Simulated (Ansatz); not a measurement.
Ga4Sb3As, ordered on the wurtzite lattice (P3m1) with 8 atoms a cell: a single-point calculation in the PAW code Ansatz (r2SCAN). Cell and atoms come from a relaxation with r2SCAN.

```yaml
crystal:
  lattice:
    - [4.2488311712, 0.0, 0.0]
    - [-2.1244155856, 3.6795957307, 0.0]
    - [0.0, 0.0, 13.9869289152]
  atoms:
    - { symbol: As, position: [0.6666666667, 0.3333333333, -0.0001440146] }
    - { symbol: Sb, position: [0.6666666667, 0.3333333333, 0.4995880809] }
    - { symbol: Sb, position: [0.3333333333, 0.6666666667, 0.755924969] }
    - { symbol: Sb, position: [0.3333333333, 0.6666666667, 0.2431665283] }
    - { symbol: Ga, position: [0.6666666667, 0.3333333333, 0.8232449165] }
    - { symbol: Ga, position: [0.6666666667, 0.3333333333, 0.3096943682] }
    - { symbol: Ga, position: [0.3333333333, 0.6666666667, 0.5664492432] }
    - { symbol: Ga, position: [0.3333333333, 0.6666666667, 0.0520759084] }
kpoints:
  mp_grid: { grid: [12, 12, 2] }
  band_path:
    path:
      - [0.0, 0.0, 0.0]
      - [0.5, 0.0, 0.0]
      - [0.3333333333, 0.3333333333, 0.0]
      - [0.0, 0.0, 0.5]
      - [0.5, 0.0, 0.5]
      - [0.3333333333, 0.3333333333, 0.5]
    npoints: 1
hamiltonian:
  xc: r2scan
scf:
  occupations: { method: fermi_dirac, width: 0.02 }
  n_extra_bands: 6
output:
  forces: true
  stress: true
  eigenvalues: true
  write_density: true
  write_potential: true
  elf: true
  volumetric_format: npy
```

Some lines of the output have been replaced by numbered gaps.
```
scf.n_extra_bands = 6 over 56 filled bands (N_el = 112.0): the run solves 62 bands
Pseudopotential: As, paw, valence charge 15, recommended cutoff 500 eV (meta_gga)
Pseudopotential: Sb, paw, valence charge 15, recommended cutoff 500 eV (meta_gga)
Pseudopotential: Ga, paw, valence charge 13, recommended cutoff 500 eV (meta_gga)
Functional definition: r2SCAN
Crystal: 8 atoms, lattice volume = 218.671 Å³
Basis set: ecut = 500 eV, 5589 PW (Γ)
Symmetry: 6 space group operations
Space group: P3m1 (ITA 156)
k-points: 38 of 288 (time reversal used)
Free energy (F): -39525.025475 eV
Internal energy: -39525.025249 eV  (E = F + TS)
E sigma→0 (E₀):  -39525.025362 eV
Entropy (-TS):   -0.000226 eV (-0.028 meV/atom)
[1]
--- Forces (eV/Å), atoms counted from 1 ---
[2]
--- Stress (GPa, compression-positive) ---
[3]
--- Band table (eV; the first three rows and the last of 38) ---
[4]
```

The rows of the band table are 0: (0, 0, 0) = Γ, 1: (0, 0, -1/2) = A, 2: (0, 0.083, 0), 37: (1/3, 1/3, -1/2) = H.

Q: Fill in the blanks. They hold the forces, the stress, the Fermi energy and the band table.

A:
```
[1]
Fermi energy:    7.697421 eV
[2]
  atom   1  As      0.00000      0.00000    -0.04465
  atom   2  Sb      0.00000      0.00000      0.02076
  atom   3  Sb      0.00000      0.00000      0.02297
  atom   4  Sb      0.00000      0.00000    -0.00060
  atom   5  Ga      0.00000      0.00000    -0.04284
  atom   6  Ga      0.00000      0.00000    -0.00645
  atom   7  Ga      0.00000      0.00000    -0.03201
  atom   8  Ga      0.00000      0.00000      0.08285
[3]
       -0.128912       0.000000       0.000000
        0.000000      -0.128912       0.000000
        0.000000       0.000000       0.088768
  P = ⅓ Tr σ = -0.0564 GPa (-0.564 kbar)
[4]
  k-point 0: bands = […, 6.7983, 7.0940, 7.0940, 7.2531, 7.3741, 7.7394, 7.7394, 8.5217, 8.9332, 9.1977, …]
  k-point 1: bands = […, 6.6851, 6.6851, 7.3249, 7.3249, 7.5980, 7.5980, 7.6536, 8.6996, 9.2555, 9.6276, …]
  k-point 2: bands = […, 6.5014, 6.6546, 6.7362, 6.9485, 7.2507, 7.6167, 8.0102, 9.1287, 9.4646, 9.7125, …]
  k-point 37: bands = […, 4.4062, 4.5226, 4.9168, 5.1159, 5.1409, 5.2414, 10.2544, 10.4302, 10.4647, 10.5220, …]
```
The trailing digits, and the zero of the energies, depend on the potentials and thresholds.

r2SCAN gives no gap: the lowest nominally empty band dips 0.09 eV below the top of the last filled one (its bottom at A, the top at Γ), so the cell is a metal or semimetal at this level. The gap is the least over the mesh and the extra points. The mean pressure is -0.06 GPa (compression positive), so r2SCAN would shrink the cell's volume. The largest force is 0.08 eV/Å.

Command: `ansatz run input.yaml --threads 4 --pin off --max-ram 6451MiB --backend cpu --events-out ev --progress --plain --runs-dir out`. It took 45 s on 4 threads of Arm Neoverse V1, on a shared host, load about 0.6 per core; peak host memory 1.3 GiB.

These are computed values for a spin-unpolarised cell that may be hypothetical; none is a measurement.

No spin-orbit coupling is included; it can move band edges with weight on the heavy atoms by tenths of an eV.
